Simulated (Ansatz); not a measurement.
SnPt3, DFT, LDA, PAW with Ansatz's default frozen-core files, scalar-relativistic (Ansatz 0.2.0), run on 1 thread of Arm Neoverse V2 on a shared host.

The geometry is COD entry 1523555, unchecked; take it as a test cell. The listed cell was then made from it by scaling, straining or moving an atom.

Command: `ansatz run input.yaml --threads 1 --pin off --max-ram 4096MiB --backend cpu --events-out ev --progress --plain --runs-dir out`

```yaml
crystal:
  lattice:
    - [4.0, 0.02, 0.02]
    - [0.02, 4.0, 0.02]
    - [0.02, 0.02, 4.0]
  atoms:
    - { symbol: Sn, position: [0.0, 0.0, 0.0] }
    - { symbol: Pt, position: [0.0, 0.5, 0.5] }
    - { symbol: Pt, position: [0.5, 0.0, 0.5] }
    - { symbol: Pt, position: [0.5, 0.5, 0.0] }
kpoints:
  mp_grid: { grid: [8, 8, 8] }
scf:
  occupations: { method: fermi_dirac, width: 0.05 }
hamiltonian:
  xc: lda
  pseudopotentials: { kind: paw }
output:
  forces: true
  stress: true
  eigenvalues: true
  efg: { contact_densities: true }
  write_density: true
  write_potential: true
  elf: true
  volumetric_format: npy
```

(1) How large is the problem that the program sets up?

(2) Estimate the wall time and the peak memory.

(3) And the same cell and mesh by crystal-made all-electron datasets, asked for forces, stress, eigenvalues, efg, on the same hardware?

Results:

(1) 65 irreducible k-points, 1261 plane waves at Γ, 41 bands.

(2) 12 s of wall time for 6 SCF iterations, with a peak of 0.47 GiB. Times on shared machines scatter by tens of per cent.

(3) 23 s, peak memory 0.82 GiB.
